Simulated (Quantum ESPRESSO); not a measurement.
Empty bands for a GW run on SnS₂ (CdI2 type, space group P-3m1, No. 164): 134 bands on a 6×6×2 mesh, PBEsol, PseudoDojo standard norm-conserving files, scalar-relativistic, Quantum ESPRESSO. The input, in which only the diagonalization keyword changes:

```
&CONTROL
  calculation = 'nscf'
  pseudo_dir = './pseudo'
  outdir = './out'
/
&SYSTEM
  ibrav = 0
  nat = 3
  ntyp = 2
  ecutwfc = 72.0
  ecutrho = 288.0
  occupations = 'fixed'
  force_symmorphic = .true.
  nbnd = 134
/
&ELECTRONS
  conv_thr = 3.0000000000000004e-09
  diago_full_acc = .true.
  diago_thr_init = 1e-08
  diagonalization = 'david'
/
ATOMIC_SPECIES
S 32.0600 S.upf
Sn 118.7100 Sn.upf
CELL_PARAMETERS angstrom
  3.674310086000   0.000000000000   0.000000000000
 -1.837155043000   3.182045876000   0.000000000000
  0.000000000000   0.000000000000   6.228830000000
ATOMIC_POSITIONS crystal
S   0.333333333000   0.666666667000   0.234650000000
S   0.666666667000   0.333333333000   0.765350000000
Sn   0.000000000000   0.000000000000   0.000000000000
K_POINTS automatic
6 6 2 0 0 0
```

```csv
diagonalization,mean iterations per k point,rough time,largest change of an eigenvalue (eV)
david,26,1,–
cg,45,about 4×,9e-07
paro,19,within a factor of two,1e-07
```

An iteration means different work in each solver, so the counts don't rank them. Times are rough ratios from shared machines.

Spin-orbit coupling is not included.

Geometry of the Materials Project entry, not relaxed at this level.
